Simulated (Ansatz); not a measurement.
What DFT gives for YTa2Ga4

```xyz
7
Lattice="-3.3490 3.3490 2.7363 3.3490 -3.3490 2.7363 3.3490 3.3490 -2.7363" Properties=species:S:1:pos:R:3 pbc="T T T"
Y     0.0000    0.0000    0.0000
Ga    2.0295    2.0295    0.0000
Ga    1.3195   -1.3195    2.7363
Ga    1.3195    1.3195    2.7363
Ga   -1.3195    1.3195    2.7363
Ta    0.0000    3.3490    1.3681
Ta    3.3490    0.0000    1.3681
```

The numbers come from plane-wave PAW DFT (Ansatz): r2SCAN, no spin polarisation, 500 eV, 8×8×8 Γ-centred k points, cold occupations (width 0.1836 eV). Nothing was relaxed.

Question: Is the cell too large or too small?

Answer: The pressure is 2.0 GPa (compression positive), so with the atoms held at these fractions the cell would first expand.

Question: Is there a gap?

Answer: It is a metal, with about 2.6 states/eV a cell as the mean within 0.25 eV of the Fermi level, mostly Ta d (56 %), Ga p (20 %) and Y d (19 %).

Question: Give the Bader charges.

Answer: Bader charges in e: Y +1.60, Ta +0.54, Ga -0.67. In the mean Y gives up most and Ga takes most.

Question: Describe some of the short contacts.

Answer: Ga–Ga at 2.64 Å: least valence density 0.29 e/Å³ and ELF 0.49 there. Ta–Ta at 2.74 Å: least valence density 0.44 e/Å³ and ELF 0.45 there. Ga–Ta at 2.78 Å: least valence density 0.28 e/Å³ and ELF 0.32 there. Both are smooth PAW fields, read partly inside the augmentation spheres.

Origin: a known structure type with other elements, at an estimated volume, so it need not be a known compound. Caveats: wide smearing.
